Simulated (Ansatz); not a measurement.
**YbH3 and the effect of the Hubbard U on Yb f**

Symmetry: Fm-3m, No. 225, cubic system. The conventional cell has a = 5.210 Å, b = 5.210 Å, c = 5.210 Å, α = 90.00°, β = 90.00°, γ = 90.00°. Around Yb (site symmetry m-3m) lie 8 H at 2.26 Å. H (site symmetry m-3m) has 8 H at 2.26 Å as nearest neighbours. Around H (site symmetry -43m) lie 4 Yb at 2.26 Å and 4 H at 2.26 Å.

The cell comes from a database or a generator and needn't be the stable form of this composition.

Kept alike: task projected density of states; functional PBE; k mesh 9 × 9 × 9; occupations fermi-dirac, width 0.05 eV; collinear spin, ferromagnetic start. Program: Ansatz, Ansatz PAW, cutoff 420 eV. The mesh is that of the run's cell of 4 atoms. No spin-orbit coupling.

| run | pressure (GPa) | largest site moment (μB) |
| --- | --- | --- |
| A | -4.89 | 0.14 |
| B | -2.09 | 0.00 |
| C | -3.56 | 0.36 |
| D | -4.33 | 0.31 |
| E | -5.38 | 0.16 |
| F | -0.91 | 0.00 |
| G | -3.23 | 0.36 |
| H | -3.92 | 0.35 |

Pressure is positive in compression, with a Pulay correction for the finite cutoff. For a metal such a mesh leaves the last digits unconverged. How U acts hangs on the program's projectors. The runs hold the magnetic state that their start led to, which needn't be the lowest. Site moments count inside each atom's sphere or projector. U is the effective U - J on orthogonalised atomic projectors. Double counting: fully localised limit (the default).

**Question.** The runs differ in the Hubbard U on Yb f alone: 0; 1; 2; 3; 4; 5; 6; 8 eV. Which run is which?

**Answer.** Run A is 1 eV; run B is 6 eV; run C is 4 eV; run D is 2 eV; run E is 0 eV; run F is 8 eV; run G is 5 eV; run H is 3 eV. The pressure rises from -5.38 to -0.91 GPa between 0 and 8 eV. U localises the shell and weakens its bonds, so the cell pushes outwards. The largest site moment runs from 0.00 (6; 8) to 0.36 μB (4; 5).
